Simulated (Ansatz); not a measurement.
NaCl (rock salt)

```
CELL_PARAMETERS angstrom
      0.00000     2.84776     2.84776
      2.84776     0.00000     2.84776
      2.84776     2.84776     0.00000
ATOMIC_POSITIONS crystal
  Cl 0.00000 0.00000 0.00000
  Na 0.50000 0.50000 0.50000
```

E(V) scan at fixed shape, V₀ the volume above. Symmetry pins the atoms to their sites.

All values below come from PBE (plane waves to 420 eV, PAW, scalar-relativistic; Ansatz, an electronic-structure program). k mesh 10×10×10 (Γ-centred), Fermi-Dirac smearing 0.05 eV. Energies are smeared free energies. Stress and pressure are positive under compression. NaCl was relaxed with its symmetry unable to fall. The zero of ΔE is the relaxed starting cell.

```
V (Å³/atom)  ΔE (meV/atom)
-----------  -------------
19.400            withheld
20.015                39.7
20.631                24.0
21.247                12.8
21.863                 5.4
22.479                 1.3
23.095                 0.0
23.711                 1.1
24.326                 4.4
24.942                 9.4
25.558                16.0
26.174                23.9
26.790                33.0
```

**Question.** Fit a third-order Birch-Murnaghan form (E₀, V₀, B₀, B₀′ free) to the given rows and predict ΔE at V = 19.400.

**Answer.** Least squares on the 12 given rows: ΔE = E₀ + (9V₀B₀/16)·y²·[2 + (B₀′ − 4)y], y = (V₀/V)^(2/3) − 1, with V₀ = 23.098 Å³/atom, B₀ = 23.64 GPa (160.2 GPa = 1 eV/Å³; the term in eV is multiplied by 1000), B₀′ = 4.61, E₀ = 0.00 meV/atom; root-mean-square residual 0.02 meV/atom. At 19.400 the fit gives 60.5 meV/atom; the calculation gives 60.6 meV/atom, so the extrapolation is off by -0.1 (-0.2 %). For the pressure the fit gives 6.18 GPa against the computed 6.18 GPa.

(Under strain, the slope of the energy per volume gives the stress and its curvature an elastic modulus.)
